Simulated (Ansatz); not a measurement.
Te$_{2}$W:
```yaml
crystal:
  lattice:
    - [0.00000, 3.32889, 3.32889]
    - [3.32889, 0.00000, 3.32889]
    - [3.32889, 3.32889, 0.00000]
  atoms:
    - { symbol: W, position: [0.00000, 0.00000, 0.00000] }
    - { symbol: Te, position: [0.25000, 0.25000, 0.25000] }
    - { symbol: Te, position: [0.75000, 0.75000, 0.75000] }
```

Relaxed with PBE. Special points in fractions of this cell's reciprocal vectors: Γ (0.000, 0.000, 0.000); X (0.500, 0.000, 0.500); U (0.625, 0.250, 0.625); K (0.375, 0.375, 0.750); L (0.500, 0.500, 0.500); W (0.500, 0.250, 0.750).

Q: List the band energies nearest the Fermi level at these points for plane-wave PAW PBE (Ansatz code).

A: In eV from the Fermi level; about four levels below and three above (degenerate sets whole), none deeper than 8.9 eV; points with the same levels are listed once.

```tsv
k	below	above
Γ	-5.08 -5.08 -5.08 -0.68 -0.68	0.04 0.04 0.04
X	-1.78 -1.78 -1.29 -0.02	1.63 2.24 3.95 3.95
U	-4.50 -2.41 -1.70 -0.42	0.10 1.11 1.72
L	-2.67 -2.67 -2.39 -0.36 -0.36	1.58 3.73 3.73
W	-3.19 -3.19 -1.71 -0.37	0.27 1.73 1.95 1.95
```

Space group Fm-3m (fluorite or antifluorite type). The cell is a constructed one: a structure type filled with these elements; neither database checked (COD, Materials Project) lists it. COD files the formula under space group No. 31, so this cell is another polymorph or a model. Whether it is the stable phase at ambient conditions was not checked. The cell was relaxed with PBE under the symmetry of its start; whether a distortion lowers the energy is not shown. The run is not spin-polarised. Spin–orbit coupling is left out wherever it is not named.

Potentials: the later of the program's two PAW sets.
